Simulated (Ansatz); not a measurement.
Ti$_{2}$Sn in space group P6_3/mmc (No. 194; Ti on 2d, Sn on 2c, Ti on 2a) under volume change, r²SCAN in the plane-wave PAW code Ansatz, shape and atoms relaxed at each volume.

```csv
V (Å³/atom),E − E(relaxed) (meV/atom),P (GPa)
16.516,66.2,14.09
17.060,27.8,8.64
17.605,[?],[?]
18.149,0.0,0.00
18.694,[?],[?]
19.238,22.6,-6.31
19.783,48.4,-8.80
```

Problem. What belongs in the gaps?

Solution. 
- 17.605, E − E(relaxed) (meV/atom): 6.6
- 17.605, P (GPa): 3.98
- 18.694, E − E(relaxed) (meV/atom): 5.9
- 18.694, P (GPa): -3.40

Problem. What does a third-order Birch–Murnaghan fit give for V₀, B₀ and B′?

Solution. V₀ = 18.15 Å³/atom, B₀ = 122 GPa, B′ = 4.2.

The workflow started from an entry of the Crystallography Open Database (COD). Its standing as an ambient phase is unchecked. The r²SCAN relaxation kept the symmetry of its start; whether a distortion lowers the energy is not shown. No spin polarisation was allowed. Scalar-relativistic: spin–orbit coupling is off unless named, which matters more the heavier the elements.

Potentials: the later of the program's two PAW sets.
